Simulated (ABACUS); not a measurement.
Consider a self-consistent single point of Bi2Te3 (R-3m, 5 atoms in the cell; from Materials Project mp-34202, changed as shown).

```
Bi2Te3
1.0
    2.25239     1.30042    10.96332
   -2.25239     1.30042    10.96332
    0.00000    -2.60084    10.96332
Bi Te
2 3
Direct
  0.60317   0.60317   0.60317
  0.39683   0.39683   0.39683
  0.78319   0.78319   0.78319
  0.21681   0.21681   0.21681
  0.00000   0.00000   0.00000
```

All values come from this method and carry its errors: LDA (PW92), PseudoDojo 0.4 standard norm-conserving LDA (tails mended) pseudopotentials (plane waves; ABACUS 3.10.1).

ABACUS settings:

```
setting                                                               value
---------------  ----------------------------------------------------------
KPT                                                       Gamma 3 3 3 0 0 0
basis_type                                                               pw
dft_functional                                                        PWLDA
ecutwfc                                                             82.3 Ry
smearing_method                                                    gaussian
smearing_sigma                                               0.000734986 Ry
potentials       PseudoDojo 0.4 standard norm-conserving LDA (tails mended)
symmetry                                                                  1
symmetry_prec                                                         1e-05
ks_solver                                                               dav
scf_nmax                                                                100
scf_thr                                                          1.0e-09 Ry
mixing_type                                                         broyden
mixing_beta                                                             0.7
```

Results:

- Number of valence electrons: 78
- Number of bands: 49
- Number of k-points after the program's reduction: 6
- Number of plane waves (most at a k-point): 16434
- Number of SCF iterations: 10
- FFT grid: 125 × 125 × 125
- Free energy E − TS: -12981.2358 eV
- Pressure: -4.75 GPa
- Largest force (vector length): 0.614 eV/Å

Forces (eV/Å):
```csv
atom,Fx,Fy,Fz
Bi1,0.000,0.000,-0.163
Bi2,0.000,0.000,0.163
Te3,0.000,0.000,-0.614
Te4,0.000,0.000,0.614
Te5,0.000,0.000,0.000
```

Stress (GPa, positive for compression):
```
-4.49   0.00   0.00
 0.00  -4.49   0.00
 0.00   0.00  -5.29
```

For comparison: a first run was changed to give this one (volume scaled by 1.06), and from it to this one the free energy rises by 51.6 meV/atom, the pressure goes from -2.73 to -4.75 GPa and the largest force goes from 0.275 to 0.614 eV/Å.

Spin-orbit coupling is left out, which matters for bands and gaps with elements this heavy. The structure comes from a collection of computed structures, made at another level of theory; the collection holds predicted forms beside known ones.

Cost on one core: roughly 8 core-minutes.

“Tails mended”: in these copies of the files the far tail of each local potential was reset to the Coulomb form.
